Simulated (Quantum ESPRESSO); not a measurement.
# Strain and stress in MgAl3N3O

These are calculations, not measurements. They come from pw.x of Quantum ESPRESSO 7.5, a plane-wave density functional program, with PseudoDojo standard norm-conserving files (v0.5 for PBE, v0.4.1 for LDA and PBEsol). The cells are made up: elements, strain and atom displacements were drawn at random, and nothing was relaxed. There is no spin polarisation, spin-orbit coupling or dispersion term.

The cell has 8 sites of a rocksalt lattice. Sites 1 to 4 hold Mg Al Al Al; sites 5 to 8 hold N N N O. Cell vectors in Å: (4.083, -0.020, 0.047); (-0.020, 4.165, -0.060); (0.047, -0.060, 4.108). Settings: PBE, cutoff 1143 eV, 4 x 4 x 4 k mesh shifted by half a step, Fermi-Dirac smearing of 0.025 eV.

Each run adds a shear xy (given as the tensor component) to one cell, with the atoms carried along; the vectors above are those of run 4. Stress is positive in tension and P is minus a third of its trace. E is the free energy for each atom above the lowest run shown. The last column is band 21 less band 20 at Gamma, from a band step after each run.

| run | strain (%) | s_xx (GPa) | s_yy (GPa) | s_zz (GPa) | s_xy (GPa) | P (GPa) | E (meV/atom) | level step at Gamma (eV) |
| --- | --- | --- | --- | --- | --- | --- | --- | --- |
| 1 | -2.01 | -12.12 | 3.80 | -13.88 | -9.92 | 7.40 | 10.90 | 2.219 |
| 3 | -0.59 | -11.45 | 3.88 | -14.14 | -3.04 | 7.24 | 0.79 | 2.214 |
| 4 | -0.22 | -11.34 | 3.83 | -14.19 | -1.25 | 7.23 | 0.00 | 2.210 |
| 5 | 0.34 | -11.20 | 3.72 | -14.21 | 1.46 | 7.23 | 0.01 | 2.199 |
| 6 | 1.54 | -11.11 | 3.23 | -14.18 | 7.24 | 7.35 | 5.75 | 2.165 |
| 7 | 1.85 | -11.11 | 3.06 | -14.15 | 8.74 | 7.40 | 8.42 | 2.153 |
| 2 | -1.07 | ? | ? | ? | ? | ? | ? | ? |

A rerun of one of these cells at 1437 eV and k mesh 6 x 6 x 6 moved values by no more than 0.004 eV in the cell's energy, 0.02 GPa in stress and 0.007 eV/Å in force.

## Worked fit

A parabola through the six runs shown gives s_xy = -0.19 + 4.83 e - 0.005 e² GPa, with e in per cent and a scatter of 0.01 GPa. The slope is a stiffness of 483 ± 1 GPa for each unit of this strain at e = 0, twice a shear constant under the stress shown, since the tensor component is half the shear angle. The atoms are clamped, and relaxing them would in general lower it. The error is the larger of the fit's own and the change that a cubic makes, rounded up.

## Withheld run

Question: what s_xy should run 2 give?

The fit gives -5.36 GPa. The calculation gave -5.36 GPa.

| run | strain (%) | s_xx (GPa) | s_yy (GPa) | s_zz (GPa) | s_xy (GPa) | P (GPa) | E (meV/atom) | level step at Gamma (eV) |
| --- | --- | --- | --- | --- | --- | --- | --- | --- |
| 2 | -1.07 | -11.64 | 3.90 | -14.08 | -5.36 | 7.27 | 3.05 | 2.219 |